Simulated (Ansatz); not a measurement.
BaSrAl4: stable or not

It was reached by relaxing an invented guess, and it needn't be the stable form of this composition.

Level of theory: DFT PBE, scalar-relativistic, plane waves, PAW (Ansatz 0.2.0). Cutoff 420 eV, Γ-centred 8×8×8 mesh (6-atom cell), Gaussian smearing of 0.10 eV, no spin polarisation.

```cif
data_structure
_symmetry_space_group_name_H-M 'F-43m'
_symmetry_Int_Tables_number 216
_cell_length_a 8.4051
_cell_length_b 8.4051
_cell_length_c 8.4051
_cell_angle_alpha 90.000
_cell_angle_beta 90.000
_cell_angle_gamma 90.000
_cell_volume 593.79
loop_
_atom_site_label
_atom_site_type_symbol
_atom_site_symmetry_multiplicity
_atom_site_Wyckoff_symbol
_atom_site_fract_x
_atom_site_fract_y
_atom_site_fract_z
_atom_site_occupancy
Ba1 Ba 4 a 0.00000 0.00000 0.00000 1
Sr1 Sr 4 d 0.25000 0.25000 0.75000 1
Al1 Al 16 e 0.87498 0.37498 0.87498 1
```

Formation energies are uncorrected and refer to the elements' standard structures at the same level.

**Question.** These tests were run: energy against the elements; phonons at Γ. What do they show?

**Answer.**

```csv
test,result
energy against the elements,−0.23 eV/atom
phonons at Γ,lowest optical mode 112 cm⁻¹
```

It fails none of these tests. Other phases of the system weren't compared here, so this isn't yet thermodynamic stability. Phonons away from Γ weren't computed.

The run for the phonons used an 8×8×8 k mesh and Fermi–Dirac smearing of 0.15 eV.
